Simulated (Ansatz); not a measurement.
## CaC$_{2}$: stationary points along a deformation path

Level of theory: Ansatz 0.2.0, DFT r2SCAN, scalar-relativistic, plane waves, PAW. The runs took a 500 eV cutoff, a Γ-centred 8×8×8 mesh and Gaussian smearing (0.05 eV). No spin polarisation. Energies are free energies at this smearing, counted from the undisturbed cell; pressure is positive in compression.

Zero of the scan (as given, not relaxed at this level; it stands at -1.6 GPa, and it needn't be the usual structure):

```
Ca C
1.0
    -1.89488    2.44326    2.68013
     1.89488   -2.44326    2.68013
     1.89488    2.44326   -2.68013
Ca C
1 2
Direct
  0.00000 0.00000 0.00000
  0.37124 0.50000 0.87124
  0.62876 0.50000 0.12876
```

At fixed volume and fractional coordinates, lengths along (0.000, 0.000, 1.000) are scaled against those across it; ρ is that ratio over its starting value. V = 16.544 Å³/atom. Δσ is the stress along the axis less the mean stress across it (compression positive).

```csv
ρ,ΔE (meV/atom),Δσ (GPa),space group
0.850,178.5,32.44,Immm
0.920,48.1,15.94,Immm
1.000,0.0,1.18,Immm
1.100,42.2,-13.85,Immm
1.200,164.8,-27.12,Immm
```

**Question.** How does the stress give the slope of the energy, and where is the energy stationary?

**Answer.** Along the path d ln(length) is 2/3 d ln ρ on the axis and −1/3 d ln ρ across it, so dE/d ln ρ = −(2/3) V Δσ: the energy falls with ρ where Δσ is positive. Δσ vanishes or changes sign between ρ = 1.000 and 1.100, a minimum (near 1.01 by linear interpolation). Pairs of stationary points between two samples would go unseen, and could change a minimum read from distant neighbours into a maximum.

**Question.** Integrate that slope from ρ = 1 to 0.850 by the trapezoid rule.

**Answer.** With V/N in Å³ and 1 eV/Å³ = 160.2 GPa the slopes at ρ = 1.000, 0.920, 0.850 are -81, -1097, -2233 meV/atom per unit of ln ρ. The steps add 49.1 + 131.8 = 180.9 meV/atom, against 178.5 from the energies; the trapezoid rule misses the curvature of the slope within each step.

Forces appear on the atoms along this scan, and letting them relax would lower the energy and soften the response.